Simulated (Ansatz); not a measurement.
A geometry of Al2O3 away from equilibrium: step 4 of the relaxation of a relaxed Al2O3 cell, doubled along one cell vector, shaken by Gaussian noise of σ = 0.08 Å a coordinate. These are r2SCAN (plane waves to 500 eV, PAW, scalar-relativistic; Ansatz, a program for electronic structure) values and carry that method's errors. Γ-centred k-mesh 9×5×9 on the run's cell (coarser than for final values), Fermi–Dirac smearing 0.05 eV.

```
Al2O3
1.0
    1.43276     0.81428     7.07536
   -2.82592     1.67422    14.13746
    0.02967    -1.66843     7.07402
Al O
4 6
Direct
  0.42569   0.18645   0.39956
  0.44130   0.68576   0.38162
  0.58995   0.29748   0.62464
  0.57939   0.79847   0.63349
  0.01546   0.98448   0.01608
  0.98998   0.48416   0.04315
  0.23190   0.11202   0.25675
  0.22229   0.61220   0.26695
  0.78166   0.36970   0.76803
  0.79763   0.86845   0.75344
```

### Question
Give the Cartesian forces on all atoms (eV/Å).

### Answer
```tsv
atom	Fx	Fy	Fz
Al1	0.06	0.01	-0.35
Al2	0.02	-0.09	-0.17
Al3	0.03	0.00	-0.10
Al4	0.05	-0.05	-0.16
O5	-0.03	0.05	0.15
O6	0.01	0.03	0.04
O7	-0.06	0.01	0.15
O8	-0.03	-0.03	0.13
O9	-0.04	0.04	0.16
O10	-0.01	0.02	0.15
```

### Question
What is the pressure?

### Answer
-0.1 GPa, compression positive.

No spin polarisation in the result. No dispersion correction is included, so spacings between layers, chains or molecules are soft and tend to come out too large.

The end of the path is a generated cell of Al2O3: the first start was made by placing the elements on the sites of a structure type, and the end was not matched to a known phase here, so it may be hypothetical. Known forms of Al2O3 include space group No. 167.
